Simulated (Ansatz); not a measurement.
AlN:
Space group P6₃mc (No. 186); a = b = 3.103 Å, c = 10.049 Å, α = β = 90.00°, γ = 120.00°

| atom | site | symmetry | x | y | z |
|---|---|---|---|---|---|
| Al | 2a | 3m. | 0.0000 | 0.0000 | 0.0015 |
| Al | 2b | 3m. | 0.3333 | 0.6667 | 0.2504 |
| N | 2a | 3m. | 0.0000 | 0.0000 | 0.3119 |
| N | 2b | 3m. | 0.3333 | 0.6667 | 0.0619 |

Relaxed with PBEsol. DFT-PBEsol in the program Ansatz with PAW potentials gives a gap of 3.90 eV.

**Question.** What gap does HSE06 give on the same cell (Ansatz, PAW)?

**Answer.** 5.29 eV, 1.39 eV more. The hybrid was solved on a coarser mesh and at special points; its gap is the smallest among all of these.

```
k  v1 PBEsol  c1 PBEsol  v1 HSE06  c1 HSE06
-  ---------  ---------  --------  --------
Γ       0.00       4.08         ?         ?
A      -0.18       5.03         ?         ?
K      -0.76       5.75         ?         ?
H      -1.29       5.50     -1.39      6.97
M      -0.58       3.90     -0.63      5.29
L      -0.82       4.47         ?         ?
```

**Question.** Top valence (v1) and lowest conduction level (c1) in eV from each method's valence maximum (which need not be a listed point): supply the withheld HSE06 values.

**Answer.** 
- L, v1 HSE06: -0.89
- L, c1 HSE06: 5.88
- A, v1 HSE06: -0.20
- A, c1 HSE06: 6.50
- Γ, v1 HSE06: 0.00
- Γ, c1 HSE06: 5.51
- K, v1 HSE06: -0.81
- K, c1 HSE06: 7.22

Cost on shared cores: the PBEsol run (SCF on a 10×10×3 mesh, then bands and DOS) around 40 core-seconds (rough), the HSE06 run (SCF on 6×6×2, then a few points) roughly 2.2 core-minutes; the tasks are unlike.

Space group P6_3mc. The cell is a constructed one: a structure type filled with these elements. Its sites differ from those of the usual phase in this space group: another stacking or structure type. The cell was relaxed with PBEsol under the symmetry of its start; whether a distortion lowers the energy is not shown.

Potentials: the later of the program's two PAW sets.
